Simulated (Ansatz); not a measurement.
Theory: DFT PBE, scalar-relativistic, plane waves, PAW in Ansatz 0.2.0. Settings: cutoff 420 eV, Γ-centred meshes spaced at most about 0.3 Å⁻¹, and about 0.25 Å⁻¹ or finer for metals (2π included), Gaussian smearing. No spin polarisation in the final relaxations.

All energies are static (0 K, no zero-point motion). All come from trial cells, and lower structures may exist.

Task: Order these relaxed structures of AlH2 by energy, lowest first, with the energy over the lowest of them.
1.

```
Al H
1.0
     3.04154    0.00000    0.00000
     0.00000    3.04154    0.00000
     0.00000    0.00000    2.67113
Al H
1 2
Direct
  0.00000 0.00000 0.50000
  0.00000 0.50000 0.00000
  0.50000 0.00000 0.00000
```

2.

```
Al H
1.0
     2.67710    0.00000    0.00000
     0.00000    2.67710    0.00000
     0.00000    0.00000    7.45918
Al H
1 2
Direct
  0.50000 0.50000 0.00000
  0.50000 0.50000 0.55033
  0.50000 0.50000 0.44967
```

Result: 2 (0 meV/atom), 1 (28 meV/atom). Forms: 2 P4/mmm; 1 P4/mmm. Counting H atoms around Al (those within 1.25 times the shortest such distance or 1.15 times the sum of covalent radii; a plus sign parts nearer from farther groups; the shortest distance is added where it is long for a bond): cell 2 has Al 2+2 from 3.4 Å; cell 1 has Al 8. Cell 2 holds H–H pairs as short as in free H₂ molecules (shortest 0.75 Å); in cell 1 the shortest H–H distance is 2.15 Å. Even the lowest lies +0.33 eV/atom against the elements.

No dispersion correction is applied, so the spacing and binding between layers, chains or molecules are poorly described (P4/mmm at 17.8 Å³/atom), and this can change margins and order among such cells. With hydrogen, zero-point motion can shift such differences by 10 meV/atom or more. A magnetic state wasn't ruled out in cells without spin, among them P4/mmm at 17.8 Å³/atom, P4/mmm at 8.2 Å³/atom. Cells relaxed within their symmetry can be saddle points. Some structure types and database cells were kept out of the candidates from the start, so a known form may be missing.
